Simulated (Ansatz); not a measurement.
The relaxed structure here is a generated cell of SiAs: the first start was made by a random draw of sites in a space group, and the end was not matched to a known phase here, so it may be hypothetical.

A relaxed cell of SiAs (Aem2 (No. 39)), relaxed on a k-mesh at least as fine as the one used below. Calculation: PBE (plane waves to 420 eV, PAW, scalar-relativistic; Ansatz, a first-principles code). Γ-centred k-mesh 4×7×4 on the run's cell (coarser than for final values), Fermi–Dirac smearing 0.05 eV.

```
SiAs
1.0
    6.86632     0.00000     0.00000
    0.00000     1.78218     3.27445
    0.00000    -3.56436     6.54890
As Si
4 4
Direct
  0.31761   0.96987   0.23493
  0.31761   0.96987   0.73493
  0.68239   0.46987   0.48493
  0.68239   0.46987   0.98493
  0.13715   0.28807   0.39404
  0.13715   0.28807   0.89404
  0.86285   0.78807   0.14404
  0.86285   0.78807   0.64404
```

The atoms are displaced by (Å):

```
atom      ux      uy      uz
----  ------  ------  ------
As1    0.115  -0.103   0.033
As2    0.091  -0.035  -0.206
As3   -0.016  -0.094   0.116
As4    0.050  -0.096  -0.009
Si5    0.098   0.177  -0.095
Si6   -0.116   0.010   0.034
Si7   -0.034   0.026   0.090
Si8   -0.085   0.051   0.041
```

Problem. What forces (eV/Å) and pressure result?

Solution. 
| atom | Fx | Fy | Fz |
|---|---|---|---|
| As1 | 0.19 | 1.15 | -0.51 |
| As2 | -1.09 | 0.14 | 1.06 |
| As3 | -0.50 | 0.68 | -0.68 |
| As4 | -0.80 | 1.18 | 0.88 |
| Si5 | -0.79 | -1.13 | 0.55 |
| Si6 | 1.14 | -0.04 | -0.95 |
| Si7 | 0.66 | -1.33 | -0.79 |
| Si8 | 1.19 | -0.65 | 0.44 |

Pressure +0.8 GPa.

Problem. Estimate the energy cost of the displacement in the harmonic approximation and compare with the calculation.

Solution. For a harmonic well ΔE = −½ Σ F·u = 0.734 eV a cell, or 92 meV/atom. The calculated energy relative to the undisplaced cell is +0.10 eV/atom, so the harmonic estimate holds well.

The undisplaced cell is probably no minimum: from this displacement the run went on to Cm (No. 8) at a tolerance of 0.01 Å, R3m (No. 160) at 0.1 Å, 0.22 eV/atom below it.

No spin polarisation in the result.
